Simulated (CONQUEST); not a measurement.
Set-up for a self-consistent single point of AlN (P6_3mc, 8 atoms in the cell; from Materials Project mp-661, changed as shown).

```
AlN
1.0
    3.06602     0.00000     0.00000
    0.00000     5.31050     0.00000
    0.00000     0.00000     4.91662
Al N
4 4
Direct
  0.50000   0.16667   0.49929
  0.00000   0.33333   0.99929
  0.00000   0.66667   0.49929
  0.50000   0.83333   0.99929
  0.50000   0.16667   0.88071
  0.00000   0.33333   0.38071
  0.00000   0.66667   0.88071
  0.50000   0.83333   0.38071
```

Level of theory: CONQUEST with LDA (PW92), numerical atomic orbitals double-zeta with polarisation (the shipped basis), PseudoDojo norm-conserving potentials made for LDA.

CONQUEST settings:

basis: DZP
Diag.MPMeshX, Y, Z: 8 4 6
potentials: PseudoDojo norm-conserving LDA
Grid.GridCutoff: 140 Ha
DM.SolutionMethod: diagon
Diag.kT: 0.0001 Ha
Diag.GammaCentred: true
minE.SCTolerance: 1.0e-06
SC.MaxIters: 100
SC.LinearMixingFactor: 0.5
SC.KerkerPreCondition: true
SC.KerkerFactor: 0.1 1/bohr
AtomMove.TypeOfRun: static

Results:

```
Property                                                  Value
------------------------------------------------  -------------
Number of valence electrons                                  32
Number of bands                                             104
Number of k-points after the program's reduction            140
Size of the basis                                           104
Number of SCF iterations                                      7
FFT grid                                           32 × 60 × 60
Free energy E − TS                                -1396.3536 eV
Top of the valence band (on the code's own zero)       -9.16 eV
Gap on the k-point mesh                                 4.87 eV
Pressure                                               6.57 GPa
```

Stress (GPa, positive for compression):
```
7.02  0.00  0.00
0.00  6.59  0.00
0.00  0.00  6.10
```

Gaps are taken between levels on the mesh.

For comparison: a first run was changed to give this one (lattice scaled by 0.98), and from it to this one the free energy stays essentially unchanged (within 1 meV/atom), the pressure goes from -5.91 to 6.57 GPa and the gap on the mesh goes from 4.282 to 4.868 eV.

The program uses no crystal symmetry, so grid and mesh can part values that symmetry would make equal. The atom-centred basis is finite, which shifts total energies, pressures and gaps against plane waves. The structure comes from a collection of computed structures, made at another level of theory; the collection holds predicted forms beside known ones.

Cost on one core: about 3 core-minutes (a rough figure).
